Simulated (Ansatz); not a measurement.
In₃Pd₅:
```yaml
crystal:
  lattice:
    - [5.66271, 0.00000, 0.00000]
    - [0.00000, 11.15518, 0.00000]
    - [0.00000, 0.00000, 4.23645]
  atoms:
    - { symbol: Pd, position: [0.06820, 0.24391, 0.00000] }
    - { symbol: Pd, position: [0.93180, 0.75609, 0.00000] }
    - { symbol: Pd, position: [0.43180, 0.74391, 0.00000] }
    - { symbol: Pd, position: [0.56820, 0.25609, 0.00000] }
    - { symbol: In, position: [0.32214, 0.14271, 0.50000] }
    - { symbol: In, position: [0.67786, 0.85729, 0.50000] }
    - { symbol: In, position: [0.17786, 0.64271, 0.50000] }
    - { symbol: In, position: [0.82214, 0.35729, 0.50000] }
    - { symbol: Pd, position: [0.50000, 0.00000, 0.00000] }
    - { symbol: Pd, position: [0.00000, 0.50000, 0.00000] }
    - { symbol: Pd, position: [0.30140, 0.39050, 0.50000] }
    - { symbol: Pd, position: [0.69860, 0.60950, 0.50000] }
    - { symbol: Pd, position: [0.19860, 0.89050, 0.50000] }
    - { symbol: Pd, position: [0.80140, 0.10950, 0.50000] }
    - { symbol: In, position: [0.00000, 0.00000, 0.00000] }
    - { symbol: In, position: [0.50000, 0.50000, 0.00000] }
```

Relaxed with r²SCAN.

Map the electron localisation function on the plane through (0.068, 0.244, 0.000) spanned by u = [1, 0, 0] and v = [0, 1, 0] in lattice vectors, from r²SCAN (plane waves, PAW; program Ansatz).

x is the fraction of u, y of v (the angle between them is 90°; rows are the nearest grid lines); atoms in the plane: Pd at (0.00, 0.00), Pd at (0.86, 0.51), Pd at (0.36, 0.50), Pd at (0.50, 0.01), Pd at (0.43, 0.76), Pd at (0.93, 0.26), In at (0.93, 0.76), In at (0.43, 0.26).
```
|-+%@#=---=#@%+=+%@#=---=#@%+-|
|@@@%+-----=*%@@%%*=-----+%@@@|
|##*=--------==+==-:::----=*##|
|===---::--------:::---=======|
|==------=+#%%%#+----=---=====|
| :=----=#@@*+*%@#=-=--=-     |
| :=----=#@%+-+%@%+----=:     |
|-=--==--=#%@@@@#+------==-::-|
|-===---:---------::---=------|
|----::::--------------=+++==-|
|=---::-=+*##*+------=*%%@%%*=|
|%+----*@@%*#@@#=---=*@@*=+%@%|
|#=----*@@#*#@@#=----+%@@%%@@#|
|-------=*###*+----:::--=++=--|
|---------====------:::::-----|
|----:------------==------===-|
|@%*=----==:. .:==--=--+%@@@@@|
|%@%+----=:     :=----=#@%+-+%|
|@@#=-=--=-.   .-=----=*@@%#%@|
|+=----==---===---------=+***+|
|--::::---========---:--------|
|##*=-::---=*%%@%%*=------=*##|
|@@@%+-----*@@@%@@@*-----+%@@@|
|-+%@#=---=#@%+=+%@#=---=#@%+-|
```
Scale: ten equal steps from 0.000 (start of ' ') to 0.570 (end of '@'), in the order ' .:-=+*#%@'; x runs from 0.000 to 1.00, y from 0.000 (bottom) to 1.00 (top).

The density is the valence pseudo-density with augmentation charge, so density and ELF within about 1 Å of a nucleus are not all-electron values.

Space group Pbam. The workflow started from an entry of the Crystallography Open Database (COD). Whether it is the stable phase at ambient conditions was not checked. Symmetry was held in the r²SCAN relaxation; whether a distortion lowers the energy is not shown. The run is not spin-polarised.

Potentials: the later of the program's two PAW sets.
